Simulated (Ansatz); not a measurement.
Li6MgBr8 in space group Fm-3m (No. 225; Li on 24d, Mg on 4a, Br on 8c, Br on 24e), DFT-r²SCAN in the program Ansatz with PAW potentials. The conduction-band minimum lies at Γ, with 1 equivalent valley. Second derivatives d²E/dk² of the lowest band at one valley (eV·Å²), along Cartesian directions:

```tsv
direction	d²E/dk²
[100]	22.12
[010]	22.12
[001]	22.12
[110]	22.11
[101]	22.11
[011]	22.11
```

Find the principal effective masses, the density-of-states mass and the conductivity mass.

Off-diagonal terms follow from H_xy = H[110] − (H_xx + H_yy)/2, and m*/mₑ = 7.620 eV·Å² over each eigenvalue: 0.34, 0.34, 0.34. One valley's DOS mass (m₁m₂m₃)^(1/3) = 0.34, conductivity mass 3/(Σ 1/mᵢ) = 0.34 mₑ.

What effective density of states Nc follows at 300 K for parabolic valleys?

Nc = 2.509e19 × 1 × (0.34)^(3/2) ≈ 5.0e18 cm⁻³.

The workflow started from a Materials Project entry (that database holds measured and hypothetical structures alike); the Crystallography Open Database copy checked does not list it. Whether it is the stable phase at ambient conditions was not checked. The r²SCAN relaxation kept the symmetry of its start; its stability against distortions is not shown here. Spin–orbit coupling is left out wherever it is not named.

Potentials: the later of the program's two PAW sets.

Edges and masses are those of Kohn–Sham bands, whose gap is no quasiparticle gap.
